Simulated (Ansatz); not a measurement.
Consider the following.

LiBr:
```
CELL_PARAMETERS angstrom
      0.00000     2.65515     2.65515
      2.65515     0.00000     2.65515
      2.65515     2.65515     0.00000
ATOMIC_POSITIONS crystal
  Li 0.00000 0.00000 0.00000
  Br 0.50000 0.50000 0.50000
```

This is the LDA-relaxed structure.

Task: All from LDA in the plane-wave PAW code Ansatz, unless another level is named. Predict the zero-point energy.

Result: 30.8 meV/atom.

Task: Predict the bulk modulus (Birch–Murnaghan fit).

Result: 333 kbar.

Task: What about the vibrational entropy at 300 K?

Result: 35.0 J/(K·mol of atoms).

Space group Fm-3m (rock salt). Symmetry was held in the LDA relaxation; phonons on a q-mesh show no instability.

Potentials: the later of the program's two PAW sets.
